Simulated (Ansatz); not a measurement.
CdHgSe$_{2}$:
```cif
data_CdHgSe2
_chemical_formula_sum 'Cd1 Hg1 Se2'
_space_group_name_H-M_alt 'P-4m2'
_space_group_IT_number 115
_space_group_name_Hall 'P -4 -2'
_cell_length_a 4.32265
_cell_length_b 4.32265
_cell_length_c 6.09600
_cell_angle_alpha 90.000
_cell_angle_beta 90.000
_cell_angle_gamma 90.000
loop_
_atom_site_label
_atom_site_type_symbol
_atom_site_symmetry_multiplicity
_atom_site_Wyckoff_symbol
_atom_site_fract_x
_atom_site_fract_y
_atom_site_fract_z
_atom_site_occupancy
Cd1 Cd 1 c 0.50000 0.50000 0.50000 1
Hg1 Hg 1 a 0.00000 0.00000 0.00000 1
Se1 Se 2 g 0.00000 0.50000 0.25278 1
```

Relaxed with PBEsol. Plane-wave PAW PBEsol (Ansatz code) gives no gap.

**Question.** What gap does HSE06 give on the same cell (Ansatz, PAW)?

**Answer.** 0.66 eV. The hybrid was solved on a coarser mesh and at special points; its gap is the smallest among all of these. On such a mesh it can open a false gap in a semimetal.

| k | v1 PBEsol | c1 PBEsol | v1 HSE06 | c1 HSE06 |
|---|---|---|---|---|
| Γ | 0.00 | 0.00 | 0.00 | 0.66 |
| Z | -0.98 | 2.45 | ? | ? |
| M | -1.98 | 2.66 | -2.10 | 3.61 |
| A | -2.23 | 3.78 | ? | ? |
| R | -0.73 | 1.22 | ? | ? |
| X | -0.77 | 2.67 | ? | ? |

**Question.** Top valence (v1) and lowest conduction level (c1) in eV from each method's valence maximum (which need not be a listed point): supply the withheld HSE06 values.

**Answer.** 
- Z, v1 HSE06: -1.03
- Z, c1 HSE06: 3.39
- A, v1 HSE06: -2.43
- A, c1 HSE06: 4.89
- X, v1 HSE06: -0.80
- X, c1 HSE06: 3.70
- R, v1 HSE06: -0.76
- R, c1 HSE06: 2.16

Cost on shared cores: the PBEsol run (SCF on a 10×10×7 mesh, then bands and DOS) very roughly 2.5 core-minutes, the HSE06 run (SCF on 5×5×4, then a few points) very roughly 6 core-minutes; the tasks are unlike.

The first step of the workflow began from a Materials Project structure, measured or hypothetical; the Crystallography Open Database copy checked does not list it. With Cd and Hg taken as one species the cell has the higher symmetry F-43m, so it may be an ordered model of a mixed-site phase. Its standing as an ambient phase is unchecked. Symmetry was held in the PBEsol relaxation; of distortions, only those at the zone centre were tested. Spin–orbit coupling is left out wherever it is not named.

Potentials: the later of the program's two PAW sets.
